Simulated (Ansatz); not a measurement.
TiN:
Space group Fm-3m (No. 225); a = 4.2466 Å, b = 4.2466 Å, c = 4.2466 Å, α = 90.00°, β = 90.00°, γ = 90.00°

| atom | site | symmetry | x | y | z |
|---|---|---|---|---|---|
| Ti | 4b | m-3m | 0.5000 | 0.5000 | 0.5000 |
| N | 4a | m-3m | 0.0000 | 0.0000 | 0.0000 |
(The calculation used a cell of 2 atoms; values per cell refer to that cell.)

Relaxed with PBE.

Question: Which orbitals make up the states near the Fermi level in the program Ansatz at the PBE level (PAW)?

Answer: Within 0.5 eV of the Fermi level: Ti 3d 84 %, N 2p 13 %. Projections are on Löwdin-orthogonalised atomic valence shells; empty p or d shells of many metals are not among them.

Question: Tabulate the density of states.

Answer: States/eV per cell of 2 atoms, in 0.25 eV bins, energy from the Fermi level.

```csv
E (eV),total,Ti 3d,N 2p,N 2s
-7.85,0.17,0.05,0.09,0.00
-7.60,0.30,0.08,0.17,0.00
-7.35,0.45,0.12,0.25,0.01
-7.10,0.69,0.18,0.40,0.01
-6.85,1.08,0.27,0.64,0.02
-6.60,1.23,0.29,0.76,0.02
-6.35,1.33,0.28,0.87,0.02
-6.10,0.95,0.18,0.66,0.01
-5.85,0.94,0.14,0.71,0.01
-5.60,0.84,0.20,0.58,0.01
-5.35,3.41,1.12,2.18,0.02
-5.10,3.30,1.13,2.09,0.02
-4.85,2.34,0.78,1.50,0.01
-4.60,1.70,0.55,1.10,0.01
-4.35,1.37,0.43,0.90,0.01
-4.10,1.12,0.33,0.76,0.01
-3.85,0.94,0.25,0.66,0.00
-3.60,0.78,0.19,0.57,0.00
-3.35,0.53,0.11,0.41,0.00
-3.10,0.23,0.06,0.16,0.00
-2.85,0.15,0.04,0.11,0.00
-2.60,0.13,0.05,0.08,0.00
-2.35,0.13,0.07,0.06,0.00
-2.10,0.14,0.10,0.04,0.00
-1.85,0.19,0.14,0.04,0.00
-1.60,0.24,0.18,0.06,0.00
-1.35,0.31,0.24,0.07,0.00
-1.10,0.39,0.30,0.08,0.00
-0.85,0.48,0.39,0.09,0.00
-0.60,0.62,0.52,0.09,0.00
-0.35,0.72,0.60,0.10,0.00
-0.10,0.81,0.68,0.11,0.01
0.15,0.91,0.77,0.12,0.01
0.40,1.04,0.89,0.13,0.01
0.65,1.26,1.08,0.15,0.01
0.90,1.47,1.29,0.14,0.01
1.15,1.69,1.50,0.16,0.01
1.40,2.26,2.02,0.20,0.02
1.65,3.09,2.82,0.21,0.02
1.90,2.90,2.57,0.28,0.02
2.15,3.64,3.00,0.56,0.01
2.40,3.61,3.24,0.32,0.01
2.65,0.80,0.60,0.15,0.03
2.90,0.90,0.66,0.16,0.05
3.15,1.15,0.82,0.18,0.11
3.40,1.18,0.82,0.20,0.13
3.65,1.38,0.93,0.21,0.18
3.90,1.63,1.07,0.28,0.19
4.15,1.41,0.91,0.31,0.13
4.40,1.23,0.78,0.31,0.09
4.65,1.12,0.69,0.32,0.06
```

Symmetry was held in the PBE relaxation. No spin polarisation was allowed. With an odd number of electrons in the cell and no spin polarisation, the count alone makes it a metal.

Potentials: the later of the program's two PAW sets.
